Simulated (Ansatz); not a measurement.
Input and command of a plane-wave DFT calculation in Ansatz:

```yaml
crystal:
  lattice:
    - [-1.6725195011, 1.6725195011, 1.6725195011]
    - [1.6725195011, -1.6725195011, 1.6725195011]
    - [1.6725195011, 1.6725195011, -1.6725195011]
  atoms:
    - { symbol: Hf, position: [0.0, 0.0, 0.0] }
basis:
  ecutwfc: 420
kpoints:
  mp_grid: { grid: [16, 16, 16] }
hamiltonian:
  xc: pbesol
scf:
  occupations: { method: gaussian, width: 0.1 }
output:
  forces: true
  stress: true
  eigenvalues: true
```

```bash
ansatz run input.yaml --threads 1 --pin off --max-ram 2560MiB --backend cpu --events-out ev --progress --plain --runs-dir out
```

Processor: Arm Neoverse V2, 1 thread, on a host shared with other jobs.

Estimate time, memory and problem size.

About 2.9 s on 1 thread of Arm Neoverse V2 (shared host), peak memory 0.31 GiB. It solves 17 bands at 145 k points (the mesh reduced by the symmetry that the task leaves, which can be less than the crystal's) with about 369 plane waves, in 8 SCF iterations.
